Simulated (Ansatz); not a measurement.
**Ga2Os: hydrostatic pressure series**

These are results of Ansatz 0.2.0, DFT PBEsol, scalar-relativistic, plane waves, PAW, not measurements. Run with 420 eV cutoff, 8×8×8 k-mesh, Gaussian smearing of 0.02 eV, no spin polarisation.

The relaxed crystal:

```
Ga Os
1.0
     0.00000    4.10437    4.34749
     2.35651    0.00000    4.34749
     2.35651    4.10437    0.00000
Ga Os
4 2
Direct
  0.08265 0.41735 0.08265
  0.41735 0.08265 0.41735
  0.16735 0.83265 0.16735
  0.83265 0.16735 0.83265
  0.75000 0.75000 0.75000
  0.50000 0.50000 0.50000
```

Cell and atoms are relaxed at each pressure within the symmetry of the start, at zero temperature, so transitions that lower the symmetry aren't seen. The k-mesh given is that at zero pressure and may differ at others. a, b and c are the lengths of the cell vectors above. Gaps are Kohn–Sham gaps over the whole zone.

Spin-orbit coupling is left out, which matters for the bands and energies of heavy elements.

```tsv
P (GPa)	V (Å³/atom)	V/V0	a (Å)	b (Å)	c (Å)
-2	14.16	1.010	5.999	4.957	4.754
0	14.02	1.000	5.979	4.945	4.733
2	13.88	0.990	5.960	4.933	4.713
5	13.69	0.976	5.933	4.917	4.685
10	13.40	0.956	5.892	4.891	4.644
20	12.91	0.921	5.820	4.844	4.574
40	12.16	0.867	5.705	4.765	4.468
```

Q: What bulk modulus and pressure derivative fit these points?

A: A third-order Birch–Murnaghan fit gives B0 = 199 GPa and B0' = 4.8.

Q: Which cell vector or vectors give way most up to 40 GPa?

A: c: the changes are a -4.6 %, b -3.6 %, c -5.6 %.

Q: What does pressure do to the gap?

A: The gaps are 0.70 eV at -2 GPa, 0.71 eV at 0 GPa, 0.72 eV at 2 GPa, 0.74 eV at 5 GPa, 0.76 eV at 10 GPa, 0.80 eV at 20 GPa, 0.85 eV at 40 GPa.